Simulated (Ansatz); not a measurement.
**Structure optimisation: selenium, hcp**

Level of theory: Ansatz, DFT, BLYP, plane waves (420 eV) with PAW, scalar-relativistic. The PAW files were generated under PBE, with cores re-solved for the functional.

k-point mesh 12×12×6, Fermi-Dirac smearing 0.1 eV, no spin polarisation. Cell and atoms relax.

Starting structure:

```
Se
1.0
     3.13603    0.00000    0.00000
    -1.56802    2.71588    0.00000
     0.00000    0.00000    5.12114
Se
2
Cartesian
  0.0000 1.8106 1.2803
  1.5680 0.9053 3.8409
```

Question: The pressure at the start is 2.8 GPa. By how much does the volume change?

Answer: From 21.81 to 24.76 Å³ per atom, 13.5 %. The final cell has a = 3.831 Å, c = 3.895 Å (c/a = 1.016).

The cell has left the hcp structure type; it ends in P6_3/mmc.

Question: How much energy does the relaxation gain?

Answer: 430.9 meV per atom.
